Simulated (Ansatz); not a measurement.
TiAl₃:
```xyz
4
Lattice="3.9552 0.0000 0.0000 0.0000 3.9552 0.0000 0.0000 0.0000 3.9552" Properties=species:S:1:pos:R:3 pbc="T T T"
Ti     0.0000     0.0000     0.0000
Al     1.9776     1.9776     0.0000
Al     0.0000     1.9776     1.9776
Al     1.9776     0.0000     1.9776
```

Relaxed with r²SCAN.

### Question
Map the electron localisation function on the plane through (0.000, 0.000, 0.000) spanned by u = [1, 1, 0] and v = [1, 0, 1] in lattice vectors, from the program Ansatz at the r²SCAN level (PAW).

### Answer
x is the fraction of u, y of v (the angle between them is 60°; rows are the nearest grid lines); atoms in the plane: Ti at (0.00, 0.00), Al at (0.50, 0.00), Al at (0.50, 0.50), Al at (0.00, 0.50).
```
|#%@@*..=##+. :@: .+##=..*@@%#|
|%%@@%-.-*##-  ::  -##*-.-%@@%|
|@@@@%=.:+#%*-     -*%#+:.=%@@|
|*%%%*-..=*%%%#+-:-+#%%%*=..-*|
|.-==-..:=*%%@@%#**#%@@%%*=:..|
|.......-+#%%@@@%%#%%@@@%%#+-.|
|=-:..:-=*#%%@@@%%%%%%@@@%%#*=|
|####**#####*##%%%%##%%%%##*##|
|+#%%%%%%%#+--=+#%%%#%%%#+=--+|
|.-*%%%%%%*-.  .-*#%%%%#*-.  .|
|  -#%@@@%#-     :*%%%%%*:    |
|:  =#@@@@#=  ::  -#%%%%#-  ::|
|::  -#%%%%#-  ::  =#@@@@#=  :|
|    :*%%%%%*:     -#%@@@%#-  |
|.  .-*#%%%%#*-.  .-*%%%%%%*-.|
|+--=+#%%%#%%%#+=--+#%%%%%%%#+|
|##*##%%%%##%%%%##*#####**####|
|=*#%%@@@%%%%%%@@@%%#*=-:..:-=|
|.-+#%%@@@%%#%%@@@%%#+-.......|
|..:=*%%@@%#**#%@@%%*=:..-==-.|
|*-..=*%%%#+-:-+#%%%*=..-*%%%*|
|@@%=.:+#%*-     -*%#+:.=%@@@@|
|%@@%-.-*##-  ::  -##*-.-%@@%%|
|#%@@*..=##+. :@: .+##=..*@@%#|
```
Scale: ten equal steps from 0.022 (start of ' ') to 0.741 (end of '@'), in the order ' .:-=+*#%@'; x runs from 0.000 to 1.00, y from 0.000 (bottom) to 1.00 (top).

The density is the valence pseudo-density with augmentation charge, so density and ELF within about 1 Å of a nucleus are not all-electron values.

Space group Pm-3m (Cu3Au type). The workflow started from a Materials Project entry (that database holds measured and hypothetical structures alike); the Crystallography Open Database copy checked does not list it. With Ti and Al taken as one species the cell has the higher symmetry Fm-3m, so it may be an ordered model of a mixed-site phase. Its standing as an ambient phase is unchecked. The cell was relaxed with r²SCAN under the symmetry of its start; of distortions, only those at the zone centre were tested. The run is not spin-polarised.

Potentials: the earlier of the program's two PAW sets.
